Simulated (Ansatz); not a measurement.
# GaP with Mg replacing Ga: gradients before and after relaxing the atoms

Start: a supercell of GaP (zinc blende type, F-43m) built from an entry of the Crystallography Open Database (COD), with all atoms left at the host's positions.

```cif
data_MgGa26P27
_symmetry_space_group_name_H-M 'F-43m'
_symmetry_Int_Tables_number 216
_cell_length_a 16.3515
_cell_length_b 16.3515
_cell_length_c 16.3515
_cell_angle_alpha 90.000
_cell_angle_beta 90.000
_cell_angle_gamma 90.000
loop_
_atom_site_label
_atom_site_type_symbol
_atom_site_symmetry_multiplicity
_atom_site_Wyckoff_symbol
_atom_site_fract_x
_atom_site_fract_y
_atom_site_fract_z
Mg Mg 4 a 0.0000 0.0000 0.0000
Ga2 Ga 48 h 0.1667 0.0000 0.1667
Ga5 Ga 16 e 0.3333 0.8333 0.1667
Ga9 Ga 16 e 0.6667 0.6667 0.3333
Ga15 Ga 24 f 0.5000 0.6667 0.5000
P28 P 16 e 0.0833 0.9167 0.0833
P29 P 24 g 0.2500 0.9167 0.2500
P33 P 48 h 0.5833 0.7500 0.4167
P41 P 16 e 0.4167 0.5833 0.4167
P54 P 4 c 0.7500 0.2500 0.7500
```

One atom of each set is listed; the run and its k-mesh use a cell of 54 atoms with edges of 11.56, 11.56, 11.56 Å.

All values are calculated (Ansatz; DFT, PBE, plane waves and PAW, scalar-relativistic, 420 eV cutoff, Γ-centred 2×2×2 k-points, Fermi–Dirac smearing 0.01 eV, cell charge -1), not measured.

The largest force at the start is 1.0 eV/Å. Relaxing the ions at fixed cell moves them by 0.072 Å at most (atom 28, P) and 0.023 Å rms.

```tsv
site	moved (Å)	first shell before	first shell after	V_zz before (10²¹ V/m²)	η before
Mg	0.000	4 P at 2.36 Å	4 P at 2.43 Å	0.00	–
Ga2	0.024	4 P at 2.36 Å	4 P at 2.32–2.37 Å	-1.20	0.52
Ga5	0.006	4 P at 2.36 Å	4 P at 2.36–2.37 Å	0.35	0.00
Ga9	0.007	4 P at 2.36 Å	4 P at 2.36–2.37 Å	0.28	0.00
Ga15	0.008	4 P at 2.36 Å	4 P at 2.36 Å	-0.16	0.93
P28	0.072	1 Mg at 2.36 Å, 3 Ga at 2.36 Å	3 Ga at 2.32 Å, 1 Mg at 2.43 Å	-7.04	0.00
P29	0.006	4 Ga at 2.36 Å	4 Ga at 2.34–2.36 Å	-0.79	0.45
P33	0.007	4 Ga at 2.36 Å	4 Ga at 2.36–2.37 Å	0.37	0.35
P41	0.001	4 Ga at 2.36 Å	4 Ga at 2.36–2.37 Å	-0.079	0.00
```

(1) What are V_zz and η after the relaxation?

Answers

(1) 

```csv
site,V_zz after,η after,change of V_zz
Mg,0.00,–,0.00
Ga2,-1.91,0.84,-0.71
Ga5,0.36,0.00,+0.01
Ga9,0.35,0.00,+0.07
Ga15,0.34,0.96,–
P28,-6.63,0.00,+0.41
P29,-0.95,0.41,-0.16
P33,0.23,0.55,-0.14
P41,-0.037,0.00,+0.04
```

The largest change of V_zz along a kept axis is on Ga2, from -1.20 to -1.91. In per cent, |V_zz| changes by +60 on Ga, -6 to +19 on P (all sites that start above 0.5). Where |V_zz| stays above 0.1 and the axes keep their order, η moves most on Ga2, from 0.52 to 0.84. On Ga15 the largest principal value lies along another axis in the second run, so the two V_zz can't be compared directly. Other sites without a gradient aren't listed.

The defect repeats with the cell of 54 atoms, so it feels its images: sites between two images don't show the values beside a lone defect, and zeros or small values of η there can come from the images' arrangement. A uniform background compensates the cell's charge.
Before: The neighbours have not yet relaxed around the defect (largest force 1.0 eV/Å), so a real crystal will differ.
After: The relaxation keeps the site symmetry -43m of the start, so the impurity can't leave its site; a start off the site could end lower.
